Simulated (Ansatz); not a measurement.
This cell of AlNi (CsCl type) is off equilibrium:

```
AlNi
1.0
    2.89266     0.00000     0.00000
    0.00000     2.89266     0.00000
    0.00000     0.00000     2.89266
Al Ni
1 1
Direct
  0.00000   0.00000   0.00000
  0.46008   0.46008   0.46008
```

These are PBE (plane waves to 420 eV, PAW, scalar-relativistic; Ansatz, a quantum-chemistry and plane-wave program) values and carry that method's errors. k mesh 13×13×13 (Γ-centred), Fermi-Dirac smearing 0.05 eV. E stands for the smeared free energy. Stress and pressure are positive under compression. With partly filled bands, energies and forces of such displacements shift with the k mesh and the smearing. AlNi is run without spin polarisation. AlNi was relaxed with its symmetry unable to fall. The PAW data are Ansatz's earlier set.

**Question.** Predict the force on every atom, in eV/Å.

**Answer.** 
```
atom      Fx      Fy      Fz
----  ------  ------  ------
Al1   -0.714  -0.714  -0.714
Ni2    0.714   0.714   0.714
```

**Question.** Give the stress tensor in GPa and the pressure.

**Answer.** 
```
    2.5      1.9      1.9
    1.9      2.5      1.9
    1.9      1.9      2.5
```
The pressure, a third of the trace, is 2.5 GPa.

**Question.** In it atom 2 sits (-0.115, -0.115, -0.115) Å away from its relaxed site. What is its energy relative to the relaxed cell?

**Answer.** 118 meV/cell.

(A displaced cell: forces are minus the slopes of the energy, force constants its curvatures, and phonons follow from these.)
